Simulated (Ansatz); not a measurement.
CuI (zinc blende, F-43m), PBEsol in the plane-wave PAW code Ansatz. The conduction-band minimum lies at Γ, with 1 equivalent valley. Second derivatives d²E/dk² of the lowest band at one valley (eV·Å²), along Cartesian directions:

```csv
direction,d²E/dk²
[100],53.76
[010],53.76
[001],53.76
[110],53.70
[101],53.70
[011],53.70
```

**Question.** Find the principal effective masses, the density-of-states mass and the conductivity mass.

**Answer.** Off-diagonal terms follow from H_xy = H[110] − (H_xx + H_yy)/2, and m*/mₑ = 7.620 eV·Å² over each eigenvalue: 0.14, 0.14, 0.14. One valley's DOS mass (m₁m₂m₃)^(1/3) = 0.14, conductivity mass 3/(Σ 1/mᵢ) = 0.14 mₑ.

**Question.** What effective density of states Nc follows at 300 K for parabolic valleys?

**Answer.** Nc = 2.509e19 × 1 × (0.14)^(3/2) ≈ 1.3e18 cm⁻³.

Symmetry was held in the PBEsol relaxation. No spin polarisation was allowed. Spin–orbit coupling is left out wherever it is not named.

Potentials: the earlier of the program's two PAW sets. The files were generated under PBE; for other functionals the program regenerates the frozen cores, and for LDA and PBEsol the local potential too.

Edges and masses are those of Kohn–Sham bands, whose gap is no quasiparticle gap.
